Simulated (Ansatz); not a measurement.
This cell of Si (diamond) is off equilibrium:

```xyz
2
Lattice="0.0000 2.7352 2.7352 2.7352 0.0000 2.7352 2.7352 2.7352 0.0000" Properties=species:S:1:pos:R:3 pbc="T T T"
Si     2.7352     2.7352     2.7352
Si     4.0348     4.0348     4.1027
```

Method: PBE (plane waves to 420 eV, PAW, scalar-relativistic; Ansatz, an electronic-structure program). k mesh 8×8×8 (Γ-centred), Fermi-Dirac smearing 0.05 eV. The energy includes the smearing's −TS. Stress and pressure are positive under compression. As the smearing reaches across the gap at some points, energies and forces of such displacements shift with the k mesh and the smearing. Si was relaxed with its symmetry unable to fall.

Problem. Predict the force on every atom, in eV/Å.

Solution. 
```tsv
atom	Fx	Fy	Fz
Si1	-0.879	-0.879	-0.161
Si2	0.879	0.879	0.161
```

Problem. Give the stress tensor in GPa and the pressure.

Solution. 
```
    0.2      0.4      2.4
    0.4      0.2      2.4
    2.4      2.4      0.5
```
The pressure, a third of the trace, is 0.3 GPa.

Problem. In it atom 2 sits (-0.068, -0.068, 0.000) Å away from its relaxed site. What is its energy relative to the relaxed cell?

Solution. 60 meV/cell.

(A displaced cell: forces are minus the slopes of the energy, force constants its curvatures, and phonons follow from these.)
